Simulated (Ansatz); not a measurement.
An elastic tensor (GPa, Voigt order, standard axes) from DFT-PBEsol in the program Ansatz with PAW potentials:

```tsv
	1	2	3	4	5	6
1	52.2	21.4	21.4	0.0	0.0	0.0
2	21.4	52.2	21.4	0.0	0.0	0.0
3	21.4	21.4	52.2	0.0	0.0	0.0
4	0.0	0.0	0.0	11.6	0.0	0.0
5	0.0	0.0	0.0	0.0	11.6	0.0
6	0.0	0.0	0.0	0.0	0.0	11.6
```

Problem. Which compound is it?
A. LiF, rock salt
B. Sn, Im-3m (Sn on 12d)
C. InAs, rock salt
D. GaPt, P2_13 (Ga on 4a, Pt on 4a)

Solution. B, Sn, Im-3m (Sn on 12d)

The start of the workflow was typed in or built on a structure type; the Crystallography Open Database copy checked does not list it. It is not the phase usual at ambient conditions (space group No. 141). Symmetry was held in the PBEsol relaxation; its stability against distortions is not shown here. The volume moved by 32 % from the start of the relaxation. As this level gives no gap, shear constants depend on the k-mesh and smearing (Fermi–Dirac, 0.1 eV here). Spin–orbit coupling is left out wherever it is not named.

Potentials: the later of the program's two PAW sets.
